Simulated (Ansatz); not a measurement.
# HfGeCl: reading a single point

```
Hf Ge Cl
1.0
     3.69726    0.00000    0.00000
     0.00000    3.69726    0.00000
     0.00000    0.00000    8.47417
Hf Ge Cl
2 2 2
Cartesian
  0.0000 1.8486 2.1948
  1.8486 0.0000 6.2794
  0.0000 0.0000 0.0000
  1.8486 1.8486 0.0000
  0.0000 1.8486 5.2116
  1.8486 0.0000 3.2626
```

Level: r2SCAN, no spin polarisation; 500 eV; 9×9×4 Γ-centred mesh; fermi-dirac occupations (width 0.0899 eV); Ansatz 0.2.0, fixed geometry.

Charges: Bader charges in e: Hf +1.56, Ge -0.68, Cl -0.87. In the mean Hf gives up most and Cl takes most.
Contacts: Ge–Ge at 2.61 Å: least valence density 0.35 e/Å³ and ELF 0.56 there. Hf–Cl at 2.82 Å: least valence density 0.20 e/Å³ and ELF 0.09 there. Hf–Ge at 2.87 Å: least valence density 0.29 e/Å³ and ELF 0.35 there. These are pseudo-fields; inside the PAW spheres they differ from the all-electron ones.
Formation energy: -0.67 eV an atom against the elements' usual phases (free molecules for gases, crystals otherwise, with no correction for O₂ or N₂), so it is bound against them; other compounds may still compete. Relaxing would lower it.
Stress: The pressure is -4.9 GPa (compression positive), so with the atoms held at these fractions the cell would first shrink; the forces are large, so a full relaxation may end otherwise. The principal stresses -8.9, -2.9, -2.9 GPa differ, so its shape would change too.
Forces: The largest is on Hf1 (and as large on other atoms): 2.28 eV/Å, components (0.00, 0.00, -2.28). It makes 112° with the line to a nearest neighbour, Cl6 at 2.82 Å.
Electronic structure: It is a metal, with about 3.1 states/eV a cell as the mean within 0.25 eV of the Fermi level, mostly Hf d (73 %).

Origin: a known structure type with other elements, at an estimated volume, so it need not be a known compound. Caveats: many states at the Fermi level without spin polarisation, so a magnetic state may lie lower; atoms or cell far from equilibrium.
